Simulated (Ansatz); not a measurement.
# Hf, one cell by several methods

```
Hf
1.0
     3.19670    0.00000    0.00000
    -1.59835    2.76842    0.00000
     0.00000    0.00000    4.95664
Hf
2
Direct
  0.33333 0.66667 0.25000
  0.66667 0.33333 0.75000
```

Atoms are numbered in the order listed.

The conventional cell has a = 3.197 Å, b = 3.197 Å, c = 4.957 Å, α = 90.00°, β = 90.00°, γ = 120.00°. Around Hf (atom 1) lie 12 Hf at 3.09 to 3.20 Å.

The geometry is COD entry 9008501, unchecked; take it as a test cell. The listed cell was then made from it by scaling, straining or moving an atom.

Spin–orbit coupling is left out, though it moves levels of the heavy atoms by tenths of an eV or more.

All numbers are computed: DFT, PBEsol, PAW with Ansatz's default frozen-core files, scalar-relativistic (Ansatz 0.2.0); DFT, PBEsol, all-electron LAPW, scalar-relativistic (Ansatz 0.2.0).

For PAW: a Γ-centred 13×13×7 k mesh, Fermi–Dirac smearing of 0.05 eV, cutoff 420 eV, no spin polarisation; the PAW files were made with PBE, and the program remakes their frozen cores for this functional. LAPW targets a basis error of 0.5 meV/atom. The Ansatz runs share mesh, smearing and spin set-up. Plane-wave (PAW) pressures include the program's estimate of the Pulay term.

Stress and pressure are positive in compression.

PAW results:

```
       quantity    PAW
 pressure (GPa)  -1.48
stress xx (GPa)  -2.35
stress zz (GPa)   0.26
```

(1) What does full-potential LAPW give for the same quantities?

Answers

(1) 
```
       quantity   LAPW
 pressure (GPa)  -1.46
stress xx (GPa)  -2.33
stress zz (GPa)   0.28
```
